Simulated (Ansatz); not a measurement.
## Response of HfRu to small distortions

```
CELL_PARAMETERS angstrom
3.22500 0.00000 0.00000
0.00000 3.22500 0.00000
0.00000 0.00000 3.22500
ATOMIC_POSITIONS crystal
Hf 0.00000 0.00000 0.00000
Ru 0.50000 0.50000 0.50000
```

Atoms are numbered in the order listed.

The geometry is COD entry 1523508, unchecked; take it as a test cell.

No spin–orbit coupling, which matters for the heavy atoms here.

These are results of DFT, PBEsol, all-electron LAPW, scalar-relativistic (Ansatz 0.2.0), not measurements.

Sampling and basis: a Γ-centred 11×11×11 k mesh, Fermi–Dirac smearing of 0.08 eV, basis error target 0.5 meV/atom, no spin polarisation.

The unchanged cell is at -3.03 GPa.

In a metal, stresses and small energies carry noise from the k mesh.

x, y and z are the Cartesian axes of the cell as listed; fractional coordinates follow a strain, and an engineering shear is twice the off-diagonal strain component.

Task: One change gave: energy change +5 meV/atom; stress change (xx, yy, zz, yz, xz, xy) 0.16, 0.16, 0.16, -1.50, -1.50, -1.50 GPa, compression positive. Which change was it?
A. equal xy, yz and zx engineering shear strains of +2 %
B. equal xy, yz and zx engineering shear strains of +1 %
C. equal xy, yz and zx engineering shear strains of -1 %
D. equal xy, yz and zx engineering shear strains of -2 %

Result: A. For equal xy, yz and zx engineering shear strains of -2 %: energy change +5 meV/atom; stress change (xx, yy, zz, yz, xz, xy) 0.17, 0.17, 0.17, 1.70, 1.70, 1.70 GPa, compression positive. For equal xy, yz and zx engineering shear strains of -1 %: energy change +1 meV/atom; stress change (xx, yy, zz, yz, xz, xy) 0.04, 0.04, 0.04, 0.82, 0.82, 0.82 GPa, compression positive. For equal xy, yz and zx engineering shear strains of +1 %: energy change +1 meV/atom; stress change (xx, yy, zz, yz, xz, xy) 0.04, 0.04, 0.04, -0.77, -0.77, -0.77 GPa, compression positive.
